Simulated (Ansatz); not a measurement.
GaAs:
```
GaAs
1.0
    3.99998     0.00000     0.00000
   -1.99999     3.46408     0.00000
    0.00000     0.00000    13.12718
Ga As
4 4
Cartesian
  1.99999   1.15469  13.12562
  0.00000   0.00000   3.28695
  0.00000   2.30939   6.56204
  0.00000   0.00000   9.85054
  1.99999   1.15469   2.46442
  0.00000   0.00000   5.73647
  0.00000   2.30939   9.02800
  0.00000   0.00000  12.30006
```

Relaxed with r²SCAN. r²SCAN (plane waves, PAW; program Ansatz) gives a gap of 0.97 eV.

Problem. What gap does HSE06 give on the same cell (Ansatz, PAW)?

Solution. 1.37 eV, 0.40 eV more. The hybrid was solved on a coarser mesh and at special points; its gap is the smallest among all of these.

| k | v1 r²SCAN | c1 r²SCAN | v1 HSE06 | c1 HSE06 |
|---|---|---|---|---|
| Γ | 0.00 | 0.97 | 0.00 | 1.37 |
| A | -0.24 | 1.37 | [?] | [?] |
| K | -1.76 | 2.52 | [?] | [?] |
| H | -2.17 | 2.49 | -2.27 | 2.86 |
| M | -1.22 | 1.40 | [?] | [?] |
| L | -1.53 | 1.78 | [?] | [?] |

Problem. Top valence (v1) and lowest conduction level (c1) in eV from each method's valence maximum (which need not be a listed point): supply the withheld HSE06 values.

Solution. 
- K, v1 HSE06: -1.83
- K, c1 HSE06: 2.90
- L, v1 HSE06: -1.60
- L, c1 HSE06: 2.14
- M, v1 HSE06: -1.27
- M, c1 HSE06: 1.76
- A, v1 HSE06: -0.25
- A, c1 HSE06: 1.76

Cost on shared cores: the r²SCAN run (SCF on a 8×8×2 mesh, then bands and DOS) very roughly 7 core-minutes, the HSE06 run (SCF on 5×5×2, then a few points) very roughly 13 core-minutes; the tasks are unlike.

Space group P6_3mc. The start of the workflow was typed in or built on a structure type; the Crystallography Open Database copy checked does not list it. It is not the phase usual at ambient conditions (space group No. 216). The cell was relaxed with r²SCAN under the symmetry of its start; whether a distortion lowers the energy is not shown. Scalar-relativistic: spin–orbit coupling is off unless named, which matters more the heavier the elements.

Potentials: the later of the program's two PAW sets.
